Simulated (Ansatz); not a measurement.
The following input was run with Ansatz 0.2.0.

```yaml
crystal:
  lattice:
    - [3.207929, 0.0, 0.0]
    - [0.0, 3.207929, 0.0]
    - [0.0, 0.0, 3.207929]
  atoms:
    - { symbol: Al, position: [0.0, 0.0, 0.0] }
    - { symbol: C, position: [0.0, 0.5, 0.5] }
    - { symbol: C, position: [0.5, 0.0, 0.616897849] }
    - { symbol: C, position: [0.5, 0.5, 0.0] }
basis:
  ecutwfc: 420
kpoints:
  mp_grid: { grid: [12, 12, 12] }
hamiltonian:
  xc: pbesol
scf:
  occupations: { method: gaussian, width: 0.1 }
output:
  forces: true
  stress: true
  eigenvalues: true
```

Command:
```bash
ansatz run input.yaml --threads 1 --pin off --max-ram 1331MiB --backend cpu --events-out ev --progress --plain --runs-dir out
```

Level of theory: DFT PBEsol, scalar-relativistic, plane waves, PAW in Ansatz 0.2.0.

Abridged output:

```
Pseudopotentials: kind: paw
Pseudopotential: Al, paw, valence charge 3, recommended cutoff 420 eV (normal)
Pseudopotential: C, paw, valence charge 4, recommended cutoff 420 eV (normal)
Functional definition: PBEsol
Crystal: 4 atoms, lattice volume = 33.012 Å³
Basis set: ecut = 420 eV, 619 PW (Γ), exchange–correlation on 48×48×48 points (8 copies of the dense FFT grid, shifted against one another)
Bands: 12, of which v1, the nominal top of the filled ones, is band 8 counted from 1 (7 counted from 0)
Symmetry: 4 space group operations
Space group: Pmm2 (ITA 25), of the structure as read, at distance tolerance 3.2e-5 Å
k-points: 343 of 1728 (time reversal used)
Initial density: superposition of atomic densities (neutral atoms: chi_scale 0, normalization atom), corrected by the library's trained network
Initial wavefunctions: pseudopotential atomic-orbital guess
Functional: x = pbesol(κ = 0.804, μ = 0.12345679), c = pbesol(β = 0.046)
SCF iter   1: F=—  HF=-1254.112342 eV  |F-HF|=—  |Δ(HF+E_count)|=         —  Δρ=1.22e-2  dr2=3.88e-2  ethr=1.77e-3  ⟨swp⟩=5.6  Hψ=25013  notcnv=0
SCF iter   2: F=—  HF=-1254.104532 eV  |F-HF|=—  |Δ(HF+E_count)|=   7.81e-3  Δρ=6.94e-3  dr2=1.52e-2  ethr=2.58e-4  ⟨swp⟩=1.0  Hψ=6860  notcnv=0
SCF iter   3: F=—  HF=-1254.099961 eV  |F-HF|=—  |Δ(HF+E_count)|=   4.57e-3  Δρ=6.47e-4  dr2=9.08e-5  ethr=1.01e-4  ⟨swp⟩=2.4  Hψ=6629  notcnv=0
SCF iter   4: F=—  HF=-1254.099957 eV  |F-HF|=—  |Δ(HF+E_count)|=   4.30e-6  Δρ=9.41e-5  dr2=1.74e-6  ethr=6.05e-7  ⟨swp⟩=2.3  Hψ=5590  notcnv=0  defer=2
SCF iter   5: F=-1254.099956 eV  HF=-1254.099956 eV  |F-HF|=5.60e-8  |Δ(HF+E_count)|=   2.15e-7  Δρ=1.65e-5  dr2=8.97e-8  ethr=1.16e-8  ⟨swp⟩=2.2  Hψ=6504  notcnv=0  defer=7
SCF iter   6: F=-1254.099956 eV  HF=-1254.099956 eV  |F-HF|=3.05e-10  |Δ(HF+E_count)|=   2.66e-8  Δρ=2.80e-6  dr2=1.43e-9  ethr=5.98e-10  ⟨swp⟩=3.2  Hψ=17521  notcnv=0
SCF 1 converged in 6 iterations: F = -1254.099956 eV  dr2 = 1.43e-9
SCF converged after 6 iterations
Free energy (F): -1254.099956 eV
Harris-Foulkes:  -1254.099956 eV  (|F-HF|=3.05e-10)
Internal energy: -1254.091605 eV  (E = F + TS)
E sigma→0 (E₀):  -1254.095781 eV
Entropy (-TS):   -0.008351 eV (-2.088 meV/atom)
Fermi energy:    11.009927 eV
--- Per-component energies (eV) ---
  E_band       = 59.912983
  E_kinetic    = 270.512238
  E_local      = -166.796382  (includes V_loc(G=0)·N_el)
  E_nonlocal   = 93.854468
  E_hartree    = 42.291187
  E_xc         = -180.572161
  E_vxc        = -204.569504  (∫ρ·V_xc dr)
  E_paw        = -735.850132  (= ΣΔE_a)
  E_vpaw       = -17.670095  (= ΣTr[D̂ρ^β])
  E_aug_tail   = 0.000005  (compensation charges beyond the density's cutoff)
  E_ewald      = -577.613269
  E_core_change = 0.082441  (= ΣΔE_core)
  E_smearing   = -0.008351  (= −TS)
--- Forces (eV/Å), atoms counted from 1 ---
  atom   1  Al     0.00000000     0.00000000     1.51622927
  atom   2  C      0.00000000     0.00000000    -1.12739282
  atom   3  C      0.00000000     0.00000000     0.42101011
  atom   4  C      0.00000000     0.00000000    -0.80986110
--- Stress (GPa, compression-positive) ---
       14.089895       0.000000       0.000000
        0.000000      -5.493695       0.000000
        0.000000       0.000000      -8.207598
  P = ⅓ Tr σ = 0.1295 GPa (1.295 kbar)
--- Band table (eV; the first three rows and the last of 343) ---
  k-point 0: bands = ["-6.6787", "3.2167", "4.5267", "4.6919", "4.8241", "6.2909", "11.2853", "12.0914", "12.3089", "13.6447", "14.8075", "15.5477"]
  k-point 1: bands = ["-6.5975", "2.6407", "4.5537", "4.7647", "4.8988", "6.7847", "11.2755", "11.9286", "12.1653", "13.5930", "14.6965", "15.4793"]
  k-point 2: bands = ["-6.3561", "1.4609", "4.7035", "4.9798", "5.1213", "7.6626", "11.0438", "11.4536", "11.7104", "13.5918", "14.5011", "15.3641"]
  k-point 342: bands = ["-0.0734", "0.3473", "1.1150", "3.0728", "3.2631", "3.4828", "4.2012", "9.1791", "16.0520", "16.2887", "16.5278", "16.7685"]
```

The run converged.